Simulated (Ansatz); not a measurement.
A relaxation computed with Ansatz, from input to last step.

```yaml
crystal:
  lattice:
    - [0.0, 14.688736, 2.902962]
    - [2.890018, 0.0, 2.902962]
    - [2.890018, 14.688736, 0.0]
  atoms:
    - { symbol: Ba, position: [0.924674, 0.05996, 0.94004] }
    - { symbol: Ba, position: [0.793396, 0.195993, 0.804007] }
    - { symbol: Ba, position: [0.05996, 0.924674, 0.075326] }
    - { symbol: Ba, position: [0.195993, 0.793396, 0.206604] }
    - { symbol: Ti, position: [0.475935, 0.475935, 0.524065] }
    - { symbol: Ti, position: [0.61476, 0.340092, 0.659908] }
    - { symbol: Ti, position: [0.340092, 0.61476, 0.38524] }
    - { symbol: O, position: [0.306199, 0.713448, 0.286552] }
    - { symbol: O, position: [0.576712, 0.440551, 0.559449] }
    - { symbol: O, position: [0.022029, 0.505498, 0.977971] }
    - { symbol: O, position: [0.505498, 0.022029, 0.494502] }
    - { symbol: O, position: [0.155666, 0.364883, 0.118293] }
    - { symbol: O, position: [0.638842, 0.881707, 0.635117] }
    - { symbol: O, position: [0.881707, 0.638842, 0.844334] }
    - { symbol: O, position: [0.364883, 0.155666, 0.361158] }
    - { symbol: O, position: [0.713448, 0.306199, 0.693801] }
    - { symbol: O, position: [0.440551, 0.576712, 0.423288] }
basis:
  ecutwfc: 420
kpoints:
  mp_grid: { grid: [8, 8, 8] }
hamiltonian:
  xc: pbesol
scf:
  occupations: { method: gaussian, width: 0.02 }
output:
  forces: true
  stress: true
  eigenvalues: true
relax:
  adjacent_minimum: "off"
  f_tol: 0.005
  max_steps: 80
  cell: { stress_tol: 0.05 }
```

```bash
ansatz run input.yaml --threads 4 --pin off --max-ram 10240MiB --backend cpu --events-out ev --progress --plain --runs-dir out
```

These are results of DFT PBEsol, scalar-relativistic, plane waves, PAW (Ansatz), not measurements.

Of 18 frames 10 are shown, positions in Å and forces in eV/Å; the SCF threshold varies from step to step. Steps run on the plane waves of an earlier cell, with a Pulay correction in the pressure. The basis is chosen afresh for the last frame, the zero of the energies, and at times for earlier ones too; energy and pressure can step there, also at an unchanged geometry. Where two frames share a geometry here, they differ by under 2 meV/atom and 0.3 GPa. The mark taken_back stands on steps that the optimiser undid.

```xyz
17
Lattice="0.0000 14.6887 2.9030 2.8900 0.0000 2.9030 2.8900 14.6887 0.0000" Properties=species:S:1:pos:R:3:forces:R:3 pbc="T T T" step=1 free_energy_over_end_meV_per_atom=18.07 pressure_GPa=-6.69
Ba    2.8900   27.3903    2.8584    0.0000    0.0081   -0.0745
Ba    2.8900   23.4638    2.8722    0.0000    0.2182   -0.0746
Ba    2.8900    1.9872    2.8584    0.0000   -0.0081   -0.0745
Ba    2.8900    5.9136    2.8722    0.0000   -0.2182   -0.0746
Ti    2.8900   14.6887    2.7632    0.0000    0.0000   -0.2204
Ti    2.8900   18.7233    2.7719    0.0000    0.1267   -0.1942
Ti    2.8900   10.6542    2.7719    0.0000   -0.1267   -0.1942
O     2.8900    8.7068    2.9600    0.0000    0.2192    0.0298
O     2.8900   16.6888    2.9531    0.0000   -0.0453    0.0878
O     4.2873   14.6887    1.5314   -0.0399    0.0000    0.1008
O     1.4928   14.6887    1.5314    0.0399    0.0000    0.1008
O     1.3964    4.0241    1.5111   -0.0090   -0.0008    0.1174
O     4.3836   18.7128    4.4141    0.0090   -0.0008    0.1174
O     4.2864   25.3534    4.4141   -0.0090    0.0008    0.1174
O     1.4936   10.6646    1.5111    0.0090    0.0008    0.1174
O     2.8900   20.6707    2.9600    0.0000   -0.2192    0.0298
O     2.8900   12.6887    2.9531    0.0000    0.0453    0.0878
17
Lattice="0.0000 14.4475 2.8597 2.8459 0.0000 2.8597 2.8459 14.4475 0.0000" Properties=species:S:1:pos:R:3:forces:R:3 pbc="T T T" step=3 free_energy_over_end_meV_per_atom=0.27 pressure_GPa=-0.92
Ba    2.8459   26.9334    2.8147    0.0000   -0.0272   -0.0558
Ba    2.8459   23.0569    2.8248    0.0000    0.1029   -0.0376
Ba    2.8459    1.9615    2.8147    0.0000    0.0272   -0.0558
Ba    2.8459    5.8380    2.8248    0.0000   -0.1029   -0.0376
Ti    2.8459   14.4475    2.7206    0.0000    0.0000    0.2261
Ti    2.8459   18.4328    2.7306    0.0000    0.0412    0.1947
Ti    2.8459   10.4621    2.7306    0.0000   -0.0412    0.1947
O     2.8459    8.5377    2.9200    0.0000    0.0304   -0.0251
O     2.8459   16.4219    2.9227    0.0000   -0.0144   -0.0425
O     4.2381   14.4475    1.5025    0.0149    0.0000   -0.0635
O     1.4537   14.4475    1.5025   -0.0149    0.0000   -0.0635
O     1.3922    3.9766    1.4859    0.0204   -0.0586   -0.0416
O     4.2996   18.4240    4.3456   -0.0204   -0.0586   -0.0416
O     4.2381   24.9183    4.3456    0.0204    0.0586   -0.0416
O     1.4537   10.4709    1.4859   -0.0204    0.0586   -0.0416
O     2.8459   20.3572    2.9200    0.0000   -0.0304   -0.0251
O     2.8459   12.4730    2.9227    0.0000    0.0144   -0.0425
17
Lattice="0.0000 14.5750 2.8161 2.8081 0.0000 2.8161 2.8081 14.5750 0.0000" Properties=species:S:1:pos:R:3:forces:R:3 pbc="T T T" step=5 free_energy_over_end_meV_per_atom=2.45 pressure_GPa=-0.12 taken_back
Ba    2.8081   27.1609    2.8216    0.0000    0.2247   -0.0135
Ba    2.8081   23.2572    2.8186    0.0000    0.1885    0.0094
Ba    2.8081    1.9891    2.8216    0.0000   -0.2247   -0.0135
Ba    2.8081    5.8927    2.8186    0.0000   -0.1885    0.0094
Ti    2.8081   14.5750    2.8135    0.0000    0.0000   -0.0202
Ti    2.8081   18.6473    2.8230    0.0000   -1.0448   -0.0061
Ti    2.8081   10.5026    2.8230    0.0000    1.0448   -0.0061
O     2.8081    8.6071    2.8189    0.0000   -0.2671    0.0021
O     2.8081   16.5636    2.8170    0.0000    0.3111    0.0277
O     4.2102   14.5750    1.4160    0.0142    0.0000    0.0014
O     1.4060   14.5750    1.4160   -0.0142    0.0000    0.0014
O     1.4027    4.0236    1.4099    0.0241    0.2115   -0.0055
O     4.2135   18.5985    4.2260   -0.0241    0.2115   -0.0055
O     4.2107   25.1264    4.2260    0.0241   -0.2115   -0.0055
O     1.4054   10.5514    1.4099   -0.0241   -0.2115   -0.0055
O     2.8081   20.5429    2.8189    0.0000    0.2671    0.0021
O     2.8081   12.5863    2.8170    0.0000   -0.3111    0.0277
17
Lattice="0.0000 14.5357 2.8293 2.8244 0.0000 2.8293 2.8244 14.5357 0.0000" Properties=species:S:1:pos:R:3:forces:R:3 pbc="T T T" step=7 free_energy_over_end_meV_per_atom=-1.67 pressure_GPa=0.08
Ba    2.8244   27.1085    2.7947    0.0000   -0.0837    0.0000
Ba    2.8244   23.2237    2.8113    0.0000   -0.1097   -0.0371
Ba    2.8244    1.9628    2.7947    0.0000    0.0837    0.0000
Ba    2.8244    5.8477    2.8113    0.0000    0.1097   -0.0371
Ti    2.8244   14.5357    2.7276    0.0000    0.0000    0.0353
Ti    2.8244   18.5434    2.7422    0.0000   -0.0310    0.0459
Ti    2.8244   10.5279    2.7422    0.0000    0.0310    0.0459
O     2.8244    8.6031    2.8731    0.0000    0.0155   -0.0143
O     2.8244   16.5197    2.8742    0.0000   -0.0783   -0.0080
O     4.2109   14.5357    1.4698    0.0493    0.0000   -0.0168
O     1.4378   14.5357    1.4698   -0.0493    0.0000   -0.0168
O     1.3884    3.9910    1.4527    0.0476   -0.0433    0.0063
O     4.2604   18.5266    4.2821   -0.0476   -0.0433    0.0063
O     4.2128   25.0804    4.2821    0.0476    0.0433    0.0063
O     1.4360   10.5447    1.4527   -0.0476    0.0433    0.0063
O     2.8244   20.4682    2.8731    0.0000   -0.0155   -0.0143
O     2.8244   12.5516    2.8742    0.0000    0.0783   -0.0080
17
Lattice="0.0000 14.5100 2.8315 2.8255 0.0000 2.8315 2.8255 14.5100 0.0000" Properties=species:S:1:pos:R:3:forces:R:3 pbc="T T T" step=9 free_energy_over_end_meV_per_atom=-1.95 pressure_GPa=0.00
Ba    2.8255   27.0561    2.7983    0.0000   -0.0134    0.0005
Ba    2.8255   23.1755    2.8088    0.0000   -0.0211   -0.0072
Ba    2.8255    1.9638    2.7983    0.0000    0.0134    0.0005
Ba    2.8255    5.8444    2.8088    0.0000    0.0211   -0.0072
Ti    2.8255   14.5100    2.7326    0.0000    0.0000   -0.0171
Ti    2.8255   18.5048    2.7484    0.0000    0.0105   -0.0023
Ti    2.8255   10.5152    2.7484    0.0000   -0.0105   -0.0023
O     2.8255    8.5887    2.8723    0.0000   -0.0076   -0.0065
O     2.8255   16.4874    2.8750    0.0000   -0.0113   -0.0071
O     4.2168   14.5100    1.4691   -0.0129    0.0000    0.0129
O     1.4341   14.5100    1.4691    0.0129    0.0000    0.0129
O     1.3929    3.9797    1.4559    0.0045   -0.0194    0.0092
O     4.2581   18.4897    4.2873   -0.0045   -0.0194    0.0092
O     4.2183   25.0402    4.2873    0.0045    0.0194    0.0092
O     1.4326   10.5303    1.4559   -0.0045    0.0194    0.0092
O     2.8255   20.4313    2.8723    0.0000    0.0076   -0.0065
O     2.8255   12.5325    2.8750    0.0000    0.0113   -0.0071
17
Lattice="0.0000 14.4995 2.8341 2.8274 0.0000 2.8341 2.8274 14.4995 0.0000" Properties=species:S:1:pos:R:3:forces:R:3 pbc="T T T" step=10 free_energy_over_end_meV_per_atom=-1.92 pressure_GPa=-0.04
Ba    2.8274   27.0361    2.7992    0.0000    0.0027    0.0069
Ba    2.8274   23.1579    2.8063    0.0000   -0.0036    0.0065
Ba    2.8274    1.9630    2.7992    0.0000   -0.0027    0.0069
Ba    2.8274    5.8412    2.8063    0.0000    0.0036    0.0065
Ti    2.8274   14.4995    2.7324    0.0000    0.0000   -0.0021
Ti    2.8274   18.4903    2.7468    0.0000   -0.0114   -0.0008
Ti    2.8274   10.5088    2.7468    0.0000    0.0114   -0.0008
O     2.8274    8.5808    2.8734    0.0000    0.0077    0.0034
O     2.8274   16.4750    2.8797    0.0000    0.0082    0.0006
O     4.2175   14.4995    1.4756    0.0140    0.0000   -0.0088
O     1.4373   14.4995    1.4756   -0.0140    0.0000   -0.0088
O     1.3935    3.9731    1.4604    0.0039    0.0121   -0.0033
O     4.2613   18.4726    4.2945   -0.0039    0.0121   -0.0033
O     4.2209   25.0260    4.2945    0.0039   -0.0121   -0.0033
O     1.4339   10.5265    1.4604   -0.0039   -0.0121   -0.0033
O     2.8274   20.4183    2.8734    0.0000   -0.0077    0.0034
O     2.8274   12.5240    2.8797    0.0000   -0.0082    0.0006
17
Lattice="0.0000 14.5022 2.8327 2.8263 0.0000 2.8327 2.8263 14.5022 0.0000" Properties=species:S:1:pos:R:3:forces:R:3 pbc="T T T" step=12 free_energy_over_end_meV_per_atom=-1.96 pressure_GPa=0.00
Ba    2.8263   27.0406    2.7988    0.0000    0.0012    0.0006
Ba    2.8263   23.1613    2.8076    0.0000   -0.0039    0.0005
Ba    2.8263    1.9639    2.7988    0.0000   -0.0012    0.0006
Ba    2.8263    5.8431    2.8076    0.0000    0.0039    0.0005
Ti    2.8263   14.5022    2.7314    0.0000    0.0000   -0.0050
Ti    2.8263   18.4945    2.7478    0.0000    0.0006   -0.0016
Ti    2.8263   10.5099    2.7478    0.0000   -0.0006   -0.0016
O     2.8263    8.5822    2.8725    0.0000    0.0045   -0.0013
O     2.8263   16.4786    2.8763    0.0000    0.0017   -0.0005
O     4.2173   14.5022    1.4718   -0.0021    0.0000    0.0027
O     1.4354   14.5022    1.4718    0.0021    0.0000    0.0027
O     1.3938    3.9759    1.4588   -0.0005   -0.0007    0.0011
O     4.2589   18.4782    4.2914    0.0005   -0.0007    0.0011
O     4.2201   25.0286    4.2914   -0.0005    0.0007    0.0011
O     1.4325   10.5263    1.4588    0.0005    0.0007    0.0011
O     2.8263   20.4223    2.8725    0.0000   -0.0045   -0.0013
O     2.8263   12.5259    2.8763    0.0000   -0.0017   -0.0005
17
Lattice="0.0000 14.4946 2.8277 2.8220 0.0000 2.8277 2.8220 14.4946 0.0000" Properties=species:S:1:pos:R:3:forces:R:3 pbc="T T T" step=14 free_energy_over_end_meV_per_atom=-0.16 pressure_GPa=0.17
Ba    2.8220   27.0263    2.7969    0.0000   -0.0008   -0.0002
Ba    2.8220   23.1478    2.8038    0.0000   -0.0039    0.0051
Ba    2.8220    1.9629    2.7969    0.0000    0.0008   -0.0002
Ba    2.8220    5.8414    2.8038    0.0000    0.0039    0.0051
Ti    2.8220   14.4946    2.7318    0.0000    0.0000   -0.0057
Ti    2.8220   18.4855    2.7485    0.0000   -0.0147   -0.0051
Ti    2.8220   10.5037    2.7485    0.0000    0.0147   -0.0051
O     2.8220    8.5768    2.8645    0.0000   -0.0116    0.0010
O     2.8220   16.4701    2.8686    0.0000    0.0054    0.0044
O     4.2126   14.4946    1.4677    0.0013    0.0000   -0.0009
O     1.4314   14.4946    1.4677   -0.0013    0.0000   -0.0009
O     1.3932    3.9737    1.4537    0.0043    0.0053   -0.0007
O     4.2508   18.4683    4.2813   -0.0043    0.0053   -0.0007
O     4.2151   25.0155    4.2813    0.0043   -0.0053   -0.0007
O     1.4288   10.5209    1.4537   -0.0043   -0.0053   -0.0007
O     2.8220   20.4124    2.8645    0.0000    0.0116    0.0010
O     2.8220   12.5191    2.8686    0.0000   -0.0054    0.0044
17
Lattice="0.0000 14.4981 2.8294 2.8236 0.0000 2.8294 2.8236 14.4981 0.0000" Properties=species:S:1:pos:R:3:forces:R:3 pbc="T T T" step=16 free_energy_over_end_meV_per_atom=-0.11 pressure_GPa=-0.01
Ba    2.8236   27.0317    2.7970    0.0000    0.0088    0.0003
Ba    2.8236   23.1527    2.8059    0.0000    0.0019   -0.0008
Ba    2.8236    1.9645    2.7970    0.0000   -0.0088    0.0003
Ba    2.8236    5.8435    2.8059    0.0000   -0.0019   -0.0008
Ti    2.8236   14.4981    2.7308    0.0000    0.0000   -0.0027
Ti    2.8236   18.4898    2.7476    0.0000   -0.0002    0.0009
Ti    2.8236   10.5064    2.7476    0.0000    0.0002    0.0009
O     2.8236    8.5786    2.8673    0.0000   -0.0007    0.0003
O     2.8236   16.4741    2.8716    0.0000    0.0091   -0.0006
O     4.2143   14.4981    1.4690   -0.0004    0.0000    0.0009
O     1.4329   14.4981    1.4690    0.0004    0.0000    0.0009
O     1.3936    3.9755    1.4556    0.0000   -0.0002    0.0002
O     4.2536   18.4736    4.2850    0.0000   -0.0002    0.0002
O     4.2172   25.0207    4.2850    0.0000    0.0002    0.0002
O     1.4300   10.5226    1.4556    0.0000    0.0002    0.0002
O     2.8236   20.4176    2.8673    0.0000    0.0007    0.0003
O     2.8236   12.5221    2.8716    0.0000   -0.0091   -0.0006
17
Lattice="0.0000 14.4981 2.8293 2.8235 0.0000 2.8293 2.8235 14.4981 0.0000" Properties=species:S:1:pos:R:3:forces:R:3 pbc="T T T" step=18 free_energy_over_end_meV_per_atom=0.00 pressure_GPa=-0.01
Ba    2.8235   27.0324    2.7970    0.0000   -0.0007    0.0000
Ba    2.8235   23.1529    2.8057    0.0000    0.0006   -0.0002
Ba    2.8235    1.9638    2.7970    0.0000    0.0007    0.0000
Ba    2.8235    5.8433    2.8057    0.0000   -0.0006   -0.0002
Ti    2.8235   14.4981    2.7306    0.0000    0.0000   -0.0006
Ti    2.8235   18.4899    2.7477    0.0000   -0.0020    0.0000
Ti    2.8235   10.5063    2.7477    0.0000    0.0020    0.0000
O     2.8235    8.5785    2.8671    0.0000   -0.0003    0.0002
O     2.8235   16.4744    2.8713    0.0000   -0.0012   -0.0003
O     4.2142   14.4981    1.4688   -0.0005    0.0000    0.0005
O     1.4328   14.4981    1.4688    0.0005    0.0000    0.0005
O     1.3936    3.9753    1.4555    0.0004    0.0009    0.0001
O     4.2534   18.4734    4.2848   -0.0004    0.0009    0.0001
O     4.2171   25.0209    4.2848    0.0004   -0.0009    0.0001
O     1.4299   10.5228    1.4555   -0.0004   -0.0009    0.0001
O     2.8235   20.4177    2.8671    0.0000    0.0003    0.0002
O     2.8235   12.5218    2.8713    0.0000    0.0012   -0.0003
```

Time: 13 min on 4 threads of Oxide Virtual Turin-like Processor (Zen 5) (shared host), peak memory 2.1 GiB.